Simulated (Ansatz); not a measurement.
Input and command of a plane-wave DFT calculation in Ansatz:

```yaml
crystal:
  lattice:
    - [1.5588995839, 0.9000310946, 10.2185930755]
    - [-1.5588995839, 0.9000310946, 10.2185930755]
    - [0.0, -1.8000621886, 10.2185930756]
  atoms:
    - { symbol: Ta, position: [0.3734425207, 0.3734425207, 0.3734425207] }
    - { symbol: Ta, position: [0.624481764, 0.624481764, 0.624481764] }
    - { symbol: Ta, position: [0.2097724882, 0.2097724882, 0.2097724882] }
    - { symbol: Ta, position: [0.7960619501, 0.7960619501, 0.7960619501] }
    - { symbol: C, position: [0.5023710678, 0.5023710678, 0.5023710678] }
    - { symbol: C, position: [0.9957490512, 0.9957490512, 0.9957490512] }
    - { symbol: C, position: [0.0847521818, 0.0847521818, 0.0847521818] }
basis:
  ecutwfc: 500
kpoints:
  mp_grid: { grid: [12, 12, 12] }
hamiltonian:
  xc: r2scan
scf:
  occupations: { method: gaussian, width: 0.15 }
output:
  forces: true
  stress: true
  eigenvalues: true
```

```bash
ansatz run input.yaml --threads 2 --pin off --max-ram 5120MiB --backend cpu --events-out ev --progress --plain --runs-dir out
```

Processor: Intel(R) Xeon(R) Platinum 8259CL CPU @ 2.50GHz (Skylake/Cascade Lake), 2 threads, on a host shared with other jobs.

Q: How long does it run, and how much memory does it take?

A: About 55 s on 2 threads of Intel(R) Xeon(R) Platinum 8259CL CPU @ 2.50GHz (Skylake/Cascade Lake) (shared host), peak memory 0.96 GiB. It solves 39 bands at 189 k points (the mesh reduced by symmetry) with about 2191 plane waves, in 9 SCF iterations.
